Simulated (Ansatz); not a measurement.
**LiCdSbS4 single point**

Input file of Ansatz 0.2.0:

```yaml
crystal:
  lattice:
    - [-10.202087, 0.0, 0.0]
    - [0.0, -5.038038, 3.160166]
    - [0.0, 5.038038, 3.160166]
  atoms:
    - { symbol: Li, position: [0.0, 0.0, 0.0] }
    - { symbol: Li, position: [0.5, 0.0, 0.0] }
    - { symbol: Cd, position: [0.25, 0.61211, 0.27383] }
    - { symbol: Cd, position: [0.75, 0.27383, 0.61211] }
    - { symbol: Sb, position: [0.25, 0.2701, 0.7057] }
    - { symbol: Sb, position: [0.75, 0.7057, 0.2701] }
    - { symbol: S, position: [0.5834, 0.9133, 0.4641] }
    - { symbol: S, position: [0.4166, 0.4641, 0.9133] }
    - { symbol: S, position: [0.9166, 0.9133, 0.4641] }
    - { symbol: S, position: [0.0834, 0.4641, 0.9133] }
    - { symbol: S, position: [0.25, 0.9147, 0.7091] }
    - { symbol: S, position: [0.75, 0.7091, 0.9147] }
    - { symbol: S, position: [0.25, 0.1958, 0.3282] }
    - { symbol: S, position: [0.75, 0.3282, 0.1958] }
  symmetry: { tolerance: 0.0003 }
kpoints:
  mp_grid: { grid: [3, 5, 5], shift: [0, 0, 0] }
  band_path:
    path:
      - [0.0, 0.0, 0.0]
      - [0.0, -0.5, 0.5]
      - [0.0, -0.34836417, 0.65163583]
      - [0.0, 0.34836417, 0.34836417]
      - [0.0, 0.0, 0.0]
      - [-0.5, 0.0, 0.0]
      - [-0.5, 0.34836417, 0.34836417]
      - [-0.5, -0.34836417, 0.65163583]
      - [-0.5, -0.5, 0.5]
      - [0.0, -0.5, 0.5]
      - [0.0, 0.0, 0.0]
    npoints: 6
magnetization:
  spin_polarized: false
scf:
  occupations: { method: fermi_dirac }
  lower_state_search: "off"
  max_iter: 200
hamiltonian:
  pseudopotentials: { kind: paw }
  xc: pbe
basis:
  ecutwfc: 420
  fft_grid_basis: typed
output:
  forces: true
  stress: true
  eigenvalues: true
  populations: true
  elf: true
  write_potential: true
  volumetric_format: npy
  dos:
    e_range: [-12, 8]
    de: 0.05
    projected: { site_lists: { Cd: [Cd], Li: [Li], S: [S], Sb: [Sb] } }
checkpoint:
  read: saved_state
```

The run starts from an earlier solution of this cell. 

Output (shortened):

```
Pseudopotentials: kind: paw
Pseudopotential: Li, paw, valence charge 3, recommended cutoff 420 eV (normal), Li.paw.azcp
Pseudopotential: Cd, paw, valence charge 20, recommended cutoff 420 eV (normal), Cd.paw.azcp
Pseudopotential: Sb, paw, valence charge 15, recommended cutoff 420 eV (normal), Sb.paw.azcp
Pseudopotential: S, paw, valence charge 6, recommended cutoff 420 eV (normal), S.paw.azcp
Functional definition: PBE
  exchange = pbe_x(kappa = kappa, mu = beta*pi^2/3)
  correlation = pbe_c(beta = beta)
Crystal: 14 atoms, lattice volume = 324.856 Å³
Basis set: ecut = 420 eV, 6317 PW (Γ), exchange–correlation on 144×80×80 points (8 copies of the dense FFT grid, shifted against one another)
Bands: 76, of which v1, the nominal top of the filled ones, is band 62 counted from 1 (61 counted from 0)
Symmetry: 4 space group operations
Space group: Ama2 (ITA 40), of the structure as read, at distance tolerance 2.1e-3 Å
k-points: 18 of 75 (time reversal used)
Initial density: read from a saved state, or passed on in memory by an earlier SCF of this step, an earlier step, the calling program or the single point that the run made first
Functional: x = pbe(κ = 0.804, μ = 0.2195), c = pbe(β = 0.0667)
SCF iter   1: F=—  Δρ=3.94e-4  dr2=7.77e-4
SCF iter   2: F=—  Δρ=2.06e-4  dr2=2.00e-4
SCF iter   3: F=—  Δρ=5.69e-5  dr2=2.06e-5
SCF iter   4: F=—  Δρ=2.33e-5  dr2=2.17e-6
SCF iter   5: F=—  Δρ=8.74e-6  dr2=3.05e-7
SCF iter   6: F=-37104.1721 eV  Δρ=2.48e-6  dr2=3.13e-8
Free energy (F): -37104.1721 eV
Harris-Foulkes:  -37104.1721 eV  (|F-HF|=3.42e-8)
Internal energy: -37104.1721 eV  (E = F + TS)
E sigma→0 (E₀):  -37104.1721 eV
Entropy (-TS):    0.0000 eV (-0.000 meV/atom)
Fermi energy:    6.8168 eV
--- Per-component energies (eV) ---
  E_band       = -1739.4166
  E_kinetic    = 2358.3657
  E_local      = -15364.3810  (includes V_loc(G=0)·N_el)
  E_nonlocal   = 973.7159
  E_hartree    = 6914.9547
  E_xc         = -1440.4735
  E_vxc        = -1378.3577  (∫ρ·V_xc dr)
  E_paw        = -22177.6341  (= ΣΔE_a)
  E_vpaw       = -2158.6689  (= ΣTr[D̂ρ^β])
  E_aug_tail   = 0.0000  (compensation charges beyond the density's cutoff)
  E_ewald      = -8368.7199
  E_smearing   =  0.0000  (= −TS)
--- Stress (GPa, compression-positive) ---
       15.7631       0.0000       0.0000
        0.0000      17.9018       0.0000
        0.0000       0.0000      21.9150
  P = ⅓ Tr σ = 18.5266 GPa (185.266 kbar)
--- Löwdin populations: 14 sites ---
  site symbol       q [e]
     0     Li      2.3375
     1     Li      2.3375
     2     Cd     18.7108
     3     Cd     18.7108
     4     Sb     13.6165
     5     Sb     13.6165
     6      S      6.6888
     7      S      6.6888
     8      S      6.6888
     9      S      6.6888
    10      S      6.6825
    11      S      6.6825
    12      S      6.7162
    13      S      6.7162
  spilling = 0.0090 (of n_electrons = 124.0000)
```

Total energies depend on the potentials used, so only differences within one code and one set of settings carry meaning.

Origin: a known structure type with other elements, at an estimated volume, so it need not be a known compound. Caveats: atoms or cell far from equilibrium.
